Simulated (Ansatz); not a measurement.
AgPd in space group R-3m (No. 166; Ag on 3a, Pd on 3b), a = 2.7904 Å, b = 2.7904 Å, c = 13.7639 Å, α = 90.00°, β = 90.00°, γ = 120.00°; the cell used has 2 atoms.

Relaxed with PBEsol.

Q: Which orbitals make up the states near the Fermi level in PBEsol (plane waves, PAW; program Ansatz)?

A: Within 0.5 eV of the Fermi level: Pd 4d 70 %, Ag 5s 11 %, Ag 4d 6 %, outside the projected shells 12 %. Projections are on Löwdin-orthogonalised atomic valence shells; empty p or d shells of many metals are not among them.

Q: Tabulate the density of states.

A: States/eV per cell of 2 atoms, in 0.25 eV bins, energy from the Fermi level.

```
E (eV)  total  Ag 4d  Pd 4d  Ag 5s
------  -----  -----  -----  -----
-7.65    0.00   0.00   0.00   0.00
-7.40    0.05   0.00   0.00   0.05
-7.15    0.11   0.00   0.00   0.10
-6.90    0.15   0.00   0.00   0.13
-6.65    0.20   0.01   0.00   0.17
-6.40    0.28   0.03   0.01   0.22
-6.15    0.67   0.33   0.04   0.27
-5.90    2.21   1.54   0.21   0.42
-5.65    3.25   2.38   0.40   0.40
-5.40    3.97   2.99   0.59   0.22
-5.15    5.11   3.84   0.90   0.16
-4.90    3.28   2.18   0.94   0.13
-4.65    3.92   2.87   0.80   0.20
-4.40    3.91   2.81   0.80   0.24
-4.15    3.81   2.80   0.75   0.20
-3.90    3.88   2.92   0.76   0.15
-3.65    4.65   3.07   1.36   0.11
-3.40    4.72   2.75   1.78   0.09
-3.15    3.32   1.32   1.85   0.07
-2.90    2.45   1.00   1.34   0.06
-2.65    3.45   1.20   2.10   0.06
-2.40    3.72   1.12   2.39   0.07
-2.15    2.83   0.64   1.95   0.08
-1.90    3.23   0.66   2.31   0.09
-1.65    3.75   0.72   2.78   0.08
-1.40    3.47   0.63   2.64   0.07
-1.15    2.97   0.37   2.44   0.07
-0.90    4.44   0.61   3.63   0.11
-0.65    3.38   0.41   2.78   0.09
-0.40    1.65   0.15   1.31   0.09
-0.15    1.06   0.05   0.80   0.10
0.10     0.85   0.04   0.57   0.12
0.35     0.61   0.03   0.28   0.14
0.60     0.60   0.03   0.22   0.14
0.85     0.59   0.03   0.18   0.15
1.10     0.57   0.03   0.14   0.14
1.35     0.56   0.03   0.12   0.14
1.60     0.55   0.03   0.10   0.13
1.85     0.55   0.03   0.08   0.13
2.10     0.56   0.03   0.07   0.13
2.35     0.51   0.02   0.05   0.10
2.60     0.51   0.02   0.04   0.09
2.85     0.51   0.02   0.04   0.08
3.10     0.51   0.01   0.03   0.07
3.35     0.50   0.01   0.03   0.06
3.60     0.49   0.01   0.02   0.05
3.85     0.46   0.01   0.02   0.05
4.10     0.43   0.01   0.02   0.04
4.35     0.41   0.01   0.01   0.03
4.60     0.40   0.01   0.01   0.03
4.85     0.34   0.01   0.01   0.02
```

The workflow started from a Materials Project entry (that database holds measured and hypothetical structures alike); the Crystallography Open Database copy checked does not list it. With Ag and Pd taken as one species the cell has the higher symmetry Fm-3m, so it may be an ordered model of a mixed-site phase. Its standing as an ambient phase is unchecked. The PBEsol relaxation kept the symmetry of its start; whether a distortion lowers the energy is not shown. The run is not spin-polarised. Axis ratios of metals converge slowly with the k-mesh, so a and c are less sure than the volume. Scalar-relativistic: spin–orbit coupling is off unless named, which matters more the heavier the elements.

Potentials: the later of the program's two PAW sets.
